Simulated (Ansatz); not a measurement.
## TiB₂: how the free axis answers a strain

TiB₂, P6/mmm, a = 3.032 Å, c = 3.223 Å. The structure is a Materials Project entry; whether it is the stable form wasn't checked. Ansatz: PBE, PAW, 420 eV, Γ-centred 15×15×14 mesh on 3 atoms, Gaussian smearing 0.10 eV; no spin polarisation. Series: biaxial strain in the a-b plane, c and atoms relaxed; x is the strain in per cent. y is the change of c in per cent of 3.223 Å.

| x (%) | y (%) |
| --- | --- |
| -6.0 | 2.91 |
| -4.0 | 1.90 |
| -2.0 | 0.93 |
| 0.0 | 0.00 |
| 2.0 | -0.88 |
| 4.0 | -1.70 |
| 6.0 | ? |

Fit y = c1 x + c2 x² to the other rows, say what c1 measures, and predict the missing y.

Least squares on the rows shown. y = −0.4499 x + 0.005972 x². With no stress along c, c1 = −2C13/C33 = -0.450. At x = 6.0 the fit asked for gives -2.48 %. The run gave -2.51 %, so the fit is 0.03 % too high, a small miss on the scale of the series.